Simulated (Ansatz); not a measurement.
The relaxed structure here is a generated cell of Bi2Te3: the first start was made by placing the elements on the sites of a structure type, and the end was not matched to a known phase here, so it may be hypothetical. Known forms of Bi2Te3 include space group No. 166.

One starting cell of Bi$_{2}$Te$_{3}$ (a generated cell, Bi2Te3 built in the AFLOW prototype A3B2_hR5_155_e_c (D5_e, as in Ni3S2)) was relaxed twice with Ansatz (plane waves, PAW, scalar-relativistic): with r2SCAN at 500 eV and with PBE at 420 eV. The r2SCAN result:

```
CELL_PARAMETERS angstrom
      3.85908     2.22804     3.96106
     -3.85908     2.22804     3.96106
      0.00000    -4.45608     3.96106
ATOMIC_POSITIONS crystal
  Te 0.19479 0.80521 0.50000
  Te 0.50000 0.19479 0.80521
  Te 0.80521 0.50000 0.19479
  Bi 0.33950 0.33950 0.33950
  Bi 0.66050 0.66050 0.66050
```

```json
[
 {"quantity": "space group", "r2SCAN": "R32", "PBE": "R32"},
 {"quantity": "volume (Å³/atom)", "r2SCAN": "40.87", "PBE": "___"},
 {"quantity": "a (Å)", "r2SCAN": "7.718", "PBE": "___"},
 {"quantity": "c (Å)", "r2SCAN": "11.883", "PBE": "___"},
 {"quantity": "gap (eV, no spin-orbit coupling)", "r2SCAN": "0.71", "PBE": "___"}
]
```

Q: What does PBE give for the same quantities?

A: 
- volume (Å³/atom), PBE: 41.38
- a (Å), PBE: 7.824
- c (Å), PBE: 11.708
- gap (eV, no spin-orbit coupling), PBE: 0.47

Both levels end in the same structure; PBE's volume is 1.3 % larger; its gap is 0.24 eV smaller. Neither column is exact.

No spin polarisation in the result. Without spin-orbit coupling the bands of the heavy element are not split, so the gap can be far off.

The run could not lose the symmetry of its start, so the end can be a saddle point.

Ansatz is a quantum-chemistry and plane-wave program.
